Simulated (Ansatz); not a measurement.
## Run on CoPd (R-3m) — total moment held at 1.51 μB

All numbers below come from DFT, PBEsol, all-electron PAW with datasets made for the crystal, scalar-relativistic in Ansatz.

Command: `ansatz run input.yaml --threads 1 --pin off --max-ram 3072MiB --backend cpu --events-out ev --progress --plain --runs-dir out`

```yaml
crystal:
  lattice:
    - [1.3459330638, 0.7770748167, 4.2939193827]
    - [-1.3459330638, 0.7770748167, 4.2939193827]
    - [0.0, -1.5541496334, 4.2939193827]
  atoms:
    - { symbol: Co, position: [0.0, 0.0, 0.0], spin: 1.35 }
    - { symbol: Pd, position: [0.5, 0.5, 0.5], spin: 0.16 }
magnetization:
  spin_polarized: true
  initial_magnetization: 1.51
  spin_locking: { lock_magnetization: hard }
kpoints:
  mp_grid: { grid: [14, 14, 14] }
scf:
  occupations: { method: fermi_dirac, width: 0.1 }
  lower_state_search: "off"
hamiltonian:
  xc: pbesol
  pseudopotentials: { kind: all_electron, datasets: crystal }
output:
  forces: true
  stress: true
  eigenvalues: false
```

Log:

```
settings of this run that can trade accuracy for cost: output.eigenvalues: false. Do not mix this run's numbers with those of runs without the same settings; the input reference describes each key
basis.fft_grid_basis auto: the FFT boxes are laid along the combinations [[1, 0, -1], [0, 1, -1], [0, 0, 1]] of the cell's own vectors, 2.692, 2.692 and 4.567 Å long. The dense box has 15×15×25 points. Along the cell's own vectors, as sized, it would have 25×25×25, 2.78 times as many. Of the 12 symmetry operations that the crystal satisfies within crystal.symmetry.tolerance (time reversal apart; o …
hamiltonian.pseudopotentials.datasets: crystal makes datasets for this crystal and solves the spheres of its atoms anew in each pass: cutoff 280.0 eV, the density's 1120.0 eV; for an error of 0.50 meV an atom under PBE, 1.0 meV for the cell; an energy difference from a run of another recipe may be off by several times the error for the cell, under r2SCAN by more, where some 0.1 meV an atom stays a …
Engine: ansatz 0.2.0
Pseudopotentials: kind: all_electron
Pseudopotential: Co, paw, valence charge 17, recommended cutoff 280 eV (normal), crystal/all_electron/pbesol/scalar/gaussian/Co, Koelling and Harmon's equation, gaussian nucleus
Pseudopotential: Pd, paw, valence charge 18, recommended cutoff 280 eV (normal), crystal/all_electron/pbesol/scalar/gaussian/Pd, Koelling and Harmon's equation, gaussian nucleus
Functional definition: PBEsol
  exchange = pbesol_x
  correlation = pbesol_c
Crystal: 2 atoms, lattice volume = 26.946 Å³
Basis set: ecut = 280 eV, 275 PW (Γ), FFT grids on a1−a3, a2−a3, a3, exchange–correlation on 30×30×50 points (8 copies of the dense FFT grid, shifted against one another)
Bands: 23, of which v1, the nominal top of the filled ones, is band 18 counted from 1 (17 counted from 0)
Symmetry: 12 space group operations
Space group: R-3m (ITA 166), of the structure as read, at distance tolerance 3.0e-5 Å
Magnetic group: BNS 166.97 (UNI 1327), of the structure as read, at distance tolerance 3.0e-5 Å
k-points: 288 of 2744
Non-local potential: Co, projectors of the file, l = 0: 3, l = 1: 3, l = 2: 2
Non-local potential: Pd, projectors of the file, l = 0: 3, l = 1: 2, l = 2: 2
PAW form: soft (Blöchl's): semilocal exchange-correlation on the pseudo side does not see the compensation charge
PAW one-centre angular grid: Co, 590 points (default); XC on its mesh's 1913 points in the sphere
PAW one-centre angular grid: Pd, 590 points (default); XC on its mesh's 1869 points in the sphere
Initial density: superposition of atomic densities (chi_scale 0.1, normalization cell)
Starting moments: Σ|m| = 1.51 μB on 2 of 2 sites
Initial wavefunctions: pseudopotential atomic-orbital guess
Functional: x = pbesol(κ = 0.804, μ = 0.12345679012345678), c = pbesol(β = 0.046)
iter 1 solved again at ethr=3.59e-2 eV; its pass at ethr=1.00e-1 eV (dr2=1.26e1 eV) is discarded
SCF iter   1: F=—  HF=-175126.407299 eV  |F-HF|=—  |Δ(HF+E_count)|=         —  Δρ=1.21e-1 (↑9.31e-2 ↓1.21e-1)  dr2=1.27e1  dr2_m=5.69e-2  M=1.510 μB ∫|m|=1.574 μB  β_m=0.30  ethr=3.59e-2  ⟨swp⟩=2.1  Hψ=65804  notcnv=0
preconditioner: auto → none  [metal: Δε(μ)=0.003 eV  Ē_g=10.120 eV  σ=0.100 eV  W_gap=0.01  n_scr=8 (ndim 8)  ℏωp=31.2 eV  f_vac=0.000  D(μ)=3.70/eV (n_scr^D=60)  sad-step TF]
SCF iter   2: F=—  HF=-175126.420300 eV  |F-HF|=—  |Δ(HF+E_count)|=   1.30e-2  Δρ=1.39e-1 (↑8.46e-2 ↓1.39e-1)  dr2=2.14e1  dr2_m=1.98e-1  M=1.510 μB ∫|m|=1.545 μB  β_m=0.22  ethr=3.59e-2  ⟨swp⟩=3.0  Hψ=28561  notcnv=0
SCF iter   3: F=—  HF=-175125.246751 eV  |F-HF|=—  |Δ(HF+E_count)|=    1.17e0  Δρ=8.79e-2 (↑5.12e-2 ↓8.79e-2)  dr2=7.86e0  dr2_m=8.71e-2  M=1.510 μB ∫|m|=1.623 μB  β_m=0.21  ethr=3.59e-2  ⟨swp⟩=2.7  Hψ=27124  notcnv=0  defer=5
SCF iter   4: F=—  HF=-175124.713806 eV  |F-HF|=—  |Δ(HF+E_count)|=   5.33e-1  Δρ=5.05e-2 (↑1.77e-2 ↓5.05e-2)  dr2=1.88e0  dr2_m=6.80e-2  M=1.510 μB ∫|m|=1.646 μB  β_m=0.28  ethr=2.25e-2  ⟨swp⟩=2.0  Hψ=26496  notcnv=0
iter 5 solved again at ethr=1.27e-4 eV; its pass at ethr=5.38e-3 eV (dr2=4.46e-2 eV) is discarded
SCF iter   5: F=—  HF=-175124.562201 eV  |F-HF|=—  |Δ(HF+E_count)|=   1.52e-1  Δρ=1.43e-2 (↑1.01e-2 ↓1.43e-2)  dr2=4.50e-2  dr2_m=2.67e-2  M=1.510 μB ∫|m|=1.681 μB  β_m=0.53  ethr=1.27e-4  ⟨swp⟩=2.3  Hψ=56024  notcnv=0  defer=62
SCF iter   6: F=—  HF=-175124.572888 eV  |F-HF|=—  |Δ(HF+E_count)|=   1.07e-2  Δρ=1.05e-2 (↑5.93e-3 ↓1.05e-2)  dr2=1.26e-1  dr2_m=2.20e-3  M=1.510 μB ∫|m|=1.767 μB  β_m=0.47  ethr=1.27e-4  ⟨swp⟩=3.0  Hψ=29679  notcnv=0
SCF iter   7: F=—  HF=-175124.563028 eV  |F-HF|=—  |Δ(HF+E_count)|=   9.86e-3  Δρ=1.46e-3 (↑1.30e-3 ↓1.46e-3)  dr2=2.35e-3  dr2_m=2.00e-4  M=1.510 μB ∫|m|=1.788 μB  β_m=0.69  ethr=1.27e-4  ⟨swp⟩=2.0  Hψ=24298  notcnv=0  defer=2
SCF iter   8: F=—  HF=-175124.565599 eV  |F-HF|=—  |Δ(HF+E_count)|=   2.57e-3  Δρ=1.38e-3 (↑1.36e-3 ↓1.38e-3)  dr2=3.44e-3  dr2_m=3.07e-5  M=1.510 μB ∫|m|=1.792 μB  β_m=0.69  ethr=6.70e-6  ⟨swp⟩=2.2  Hψ=28645  notcnv=0  defer=4
SCF iter   9: F=—  HF=-175124.565716 eV  |F-HF|=—  |Δ(HF+E_count)|=   1.16e-4  Δρ=1.85e-3 (↑1.36e-3 ↓1.85e-3)  dr2=4.02e-3  dr2_m=2.14e-5  M=1.510 μB ∫|m|=1.796 μB  β_m=0.71  ethr=6.70e-6  ⟨swp⟩=2.6  Hψ=24700  notcnv=0
SCF iter  10: F=—  HF=-175124.565469 eV  |F-HF|=—  |Δ(HF+E_count)|=   2.46e-4  Δρ=9.25e-4 (↑5.49e-4 ↓9.25e-4)  dr2=8.50e-4  dr2_m=9.67e-6  M=1.510 μB ∫|m|=1.796 μB  β_m=0.83  ethr=6.70e-6  ⟨swp⟩=2.0  Hψ=24050  notcnv=0
SCF iter  11: F=—  HF=-175124.565423 eV  |F-HF|=—  |Δ(HF+E_count)|=   4.65e-5  Δρ=2.18e-4 (↑2.18e-4 ↓1.26e-4)  dr2=2.05e-5  dr2_m=2.12e-6  M=1.510 μB ∫|m|=1.796 μB  β_m=0.83  ethr=2.43e-6  ⟨swp⟩=2.1  Hψ=24094  notcnv=0
SCF iter  12: F=—  HF=-175124.565429 eV  |F-HF|=—  |Δ(HF+E_count)|=   6.18e-6  Δρ=3.08e-4 (↑1.63e-4 ↓3.08e-4)  dr2=5.82e-5  dr2_m=1.89e-6  M=1.510 μB ∫|m|=1.797 μB  β_m=0.83  ethr=5.86e-8  ⟨swp⟩=3.0  Hψ=31987  notcnv=0
SCF iter  13: F=—  HF=-175124.565427 eV  |F-HF|=—  |Δ(HF+E_count)|=   1.73e-6  Δρ=2.49e-4 (↑2.40e-4 ↓2.49e-4)  dr2=8.77e-5  dr2_m=1.19e-7  M=1.510 μB ∫|m|=1.797 μB  β_m=0.63  ethr=5.86e-8  ⟨swp⟩=3.0  Hψ=31321  notcnv=0
SCF iter  14: F=—  HF=-175124.565420 eV  |F-HF|=—  |Δ(HF+E_count)|=   7.32e-6  Δρ=7.06e-5 (↑7.06e-5 ↓6.22e-5)  dr2=5.10e-6  dr2_m=3.19e-8  M=1.510 μB ∫|m|=1.797 μB  β_m=0.68  ethr=5.86e-8  ⟨swp⟩=2.0  Hψ=24059  notcnv=0
SCF iter  15: F=—  HF=-175124.565419 eV  |F-HF|=—  |Δ(HF+E_count)|=   1.09e-6  Δρ=9.53e-6 (↑9.53e-6 ↓7.34e-6)  dr2=3.41e-8  dr2_m=8.27e-9  M=1.510 μB ∫|m|=1.797 μB  β_m=0.78  ethr=1.46e-8  ⟨swp⟩=2.8  Hψ=25032  notcnv=0
SCF iter  16: F=—  HF=-175124.565423 eV  |F-HF|=—  |Δ(HF+E_count)|=   4.37e-6  Δρ=9.94e-6 (↑9.94e-6 ↓9.20e-6)  dr2=1.31e-7  dr2_m=9.38e-10  M=1.510 μB ∫|m|=1.797 μB  β_m=0.78  ethr=9.73e-11  ⟨swp⟩=3.9  Hψ=34052  notcnv=0
SCF iter  17: F=—  HF=-175124.565425 eV  |F-HF|=—  |Δ(HF+E_count)|=   1.75e-6  Δρ=1.30e-4 (↑1.08e-4 ↓1.30e-4)  dr2=2.17e-5  dr2_m=4.32e-8  M=1.510 μB ∫|m|=1.797 μB  β_m=0.89  ethr=9.73e-11  ⟨swp⟩=4.0  Hψ=35031  notcnv=0  recentre
SCF iter  18: F=—  HF=-175124.565423 eV  |F-HF|=—  |Δ(HF+E_count)|=   1.73e-6  Δρ=9.77e-6 (↑8.93e-6 ↓9.77e-6)  dr2=9.69e-8  dr2_m=4.46e-10  M=1.510 μB ∫|m|=1.797 μB  β_m=0.92  ethr=9.73e-11  ⟨swp⟩=4.0  Hψ=35099  notcnv=0
SCF iter  19: F=-175124.565423 eV  HF=-175124.565423 eV  |F-HF|=2.73e-8  |Δ(HF+E_count)|=   1.33e-8  Δρ=4.96e-6 (↑4.96e-6 ↓3.61e-6)  dr2=2.85e-8  dr2_m=2.67e-10  M=1.510 μB ∫|m|=1.797 μB  ethr=9.73e-11  ⟨swp⟩=3.0  Hψ=27602  notcnv=0
SCF 1 converged in 19 iterations: F = -175124.565424 eV  dr2 = 2.85e-8
  Residual-converged pass: ⟨swp⟩=2.1  Hψ=20275  notcnv=0  max |occ|·‖R‖ = 5.3e-6 eV (tolerance 5.3e-6 eV)  dr2=2.86e-8  dr2_m=2.67e-10  dr2_onsite=1.40e-8  max |Δocc| = 1.3e-10
  greatest PAW one-centre occupation: 1.000 electrons in one spin orbital (limit 2), on the Pd atom at site 1 (counted from 0), in its partial waves of l = 0
SCF converged after 19 iterations
Stability checked in part: among states of this total moment the steps that led to this state did not find it unstable. No probe was made; neither looks for a lower state of another moment (fixed_total_moment; see scf.lower_state_search)
Magnetization: 1.5100 μB (18.2550 up, 16.7450 down)
Absolute magnetization: 1.7972 μB (∫|ρ↑−ρ↓|)
Spin contamination: 0.1399 ħ² per cell (⟨S²⟩ above its minimum at these occupations)
Per-site moments (μB) at R_I (Å): [(1.5987662684599975, 1.0933053176178817), (0.01248834057263109, 1.0933053176178817)]
Free energy (F): -175124.565424 eV
Harris-Foulkes:  -175124.565424 eV  (|F-HF|=2.73e-8)
Internal energy: -175124.443506 eV  (E = F + TS)
E sigma→0 (E₀):  -175124.504465 eV
Entropy (-TS):   -0.121917 eV (-60.959 meV/atom)
Past the cutoff: the bands carry plane waves up to 1.75 times it, of which those up to 1.5 times it add -0.000678 eV an atom, each by itself; the spheres take 0.000401 eV an atom off the energy for waves past 1.75 times it
By the cutoff:   a pressure is off by up to 0.010 GPa (1.2 times the spheres' own share and the shells' term, over an atom's volume, and 0.004 GPa: a bound that held against runs at twice the plane waves)
Past the cutoffs: a stress includes 0.0000 GPa for waves and charges beyond them, in addition to the slope of what the spheres take
In the spheres:  the bands' charges fall short by 9.5e-7 e at most (sound up to 1e-3)
Fermi energy:    19.234990 (↑ 18.951489, ↓ 19.518490) eV
--- Per-component energies (eV) ---
  E_band       = -380.821801
  E_kinetic    = 298.666277
  E_local      = -2713.025911  (includes V_loc(G=0)·N_el)
  E_nonlocal   = -729.947542
  E_hartree    = 1504.964850
  E_xc         = -97.641066
  E_vxc        = -127.559625  (∫ρ·V_xc dr)
  E_paw        = -177684.347938  (= ΣΔE_a)
  E_vpaw       = -9769.909350  (= ΣTr[D̂ρ^β])
  E_ewald      = -5354.139383
  E_smearing   = -0.121917  (= −TS)
  E_closure    = 9651.027206  (closes the sum)
  Σ components = -175124.565424   (vs F -175124.565424, Δ=0.00e0)
  The terms above E_closure are by the made datasets' own strengths, without shells solved beside the bands.
--- Forces (eV/Å), atoms counted from 1 ---
  atom   1  Co     0.00000000     0.00000000     0.00000000
  atom   2  Pd     0.00000000     0.00000000    -0.00000000
  max |Σ_I F_I| component: 1.68e-29 eV/Å
--- Stress (GPa, compression-positive) ---
      -12.149188      -0.000000      -0.000000
       -0.000000     -12.149188      -0.000000
       -0.000000      -0.000000     -10.573290
  P = ⅓ Tr σ = -11.6239 GPa (-116.239 kbar)
settings of this run that can trade accuracy for cost: output.eigenvalues: false. Do not mix this run's numbers with those of runs without the same settings; the input reference describes each key
```

Site moments (μB): Co1 1.60, Pd2 0.01. Cell moment 1.51 μB.

The magnetic group in the log treats spin as a scalar label, without spin–orbit coupling.

The Ansatz runs typed with the search for lower states off end where their start leads. These are results for the start and cell typed. The real compound can order otherwise, in a larger cell, or not at all, since semilocal functionals at zero temperature often overstate magnetism.

It took 77 s on 1 thread of Intel(R) Xeon(R) 6975P-C (Granite Rapids), with other jobs on the host, peak memory 1.3 GiB.
